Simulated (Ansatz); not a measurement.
Two states of CaCo2S2

```yaml
crystal:
  lattice:
    - [1.96557, 3.40447, 0.00000]
    - [-1.96557, 3.40447, 0.00000]
    - [0.00000, 0.00000, 6.50833]
  atoms:
    - { symbol: Co, position: [0.33330, 0.33340, 0.37649] }
    - { symbol: Co, position: [0.66670, 0.66660, 0.62351] }
    - { symbol: Ca, position: [0.00000, 0.00000, 0.00000] }
    - { symbol: S, position: [0.33330, 0.33340, 0.74630] }
    - { symbol: S, position: [0.66670, 0.66660, 0.25370] }
```

Level: PBE; 420 eV; 5×5×3 Γ-centred mesh; fermi-dirac occupations (width 0.0193 eV); Ansatz 0.2.0, fixed geometry.

State A: Co1 along (0.00, 0.00, 1.00), Co2 along (0.00, 0.00, 1.00) (spinors with spin-orbit coupling). State B: Co1 along (0.00, 0.00, 1.00), Co2 along (0.00, 0.00, -1.00) (spinors with spin-orbit coupling).

Q: Compare the two self-consistent states.

A: State A is lower by 48.0 meV an atom at zero smearing.

| state | free energy (meV/atom) | largest moment in a small sphere (μB) | net moment (μB/cell) | gap on mesh (eV) | pressure (GPa) | largest force (eV/Å) |
| --- | --- | --- | --- | --- | --- | --- |
| A | 0.0 | 1.77 | 3.99 | metal | -6.1 | 1.05 |
| B | 47.8 | 1.43 | 0.00 | metal | -7.6 | 1.26 |

Origin: a known structure type with other elements, at an estimated volume, so it need not be a known compound. Caveats: semilocal functionals often miss the gap of such magnets; the k mesh is coarse if the cell is a metal; the SCF threshold is loose for a stress.
